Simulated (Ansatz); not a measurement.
W:
```cif
data_W
_chemical_formula_sum 'W1'
_space_group_name_H-M_alt 'P 1'
_space_group_IT_number 1
_cell_length_a 2.73190
_cell_length_b 2.73190
_cell_length_c 2.73190
_cell_angle_alpha 109.471
_cell_angle_beta 109.471
_cell_angle_gamma 109.471
loop_
_space_group_symop_operation_xyz
  'x, y, z'
loop_
_atom_site_label
_atom_site_type_symbol
_atom_site_fract_x
_atom_site_fract_y
_atom_site_fract_z
_atom_site_occupancy
W1 W 0.00000 0.00000 0.00000 1
```

Relaxed with PBEsol (plane waves, PAW; program Ansatz). Indices refer to the conventional cell of Im-3m, a = b = c = 3.1545 Å, α = β = γ = 90.00°.

### Question
Simulate the powder diffraction pattern (Cu Kα, λ = 1.54184 Å; lines above 1 %) up to 2θ = 90°.

### Answer
Simulated powder pattern, Cu Kα, λ = 1.54184 Å (kinematic, ideal powder, no thermal factors, no anomalous dispersion; the 30 strongest lines at most, above 1 %, up to 2θ = 90°):

```csv
2θ (°),d (Å),I/Imax (%),hkl
40.44,2.231,100,(110)
58.52,1.577,17,(200)
73.54,1.288,36,(211)
87.45,1.115,12,(220)
```

The PBEsol relaxation kept the symmetry of its start. No spin polarisation was allowed. Spin–orbit coupling is left out wherever it is not named.

Potentials: the earlier of the program's two PAW sets.
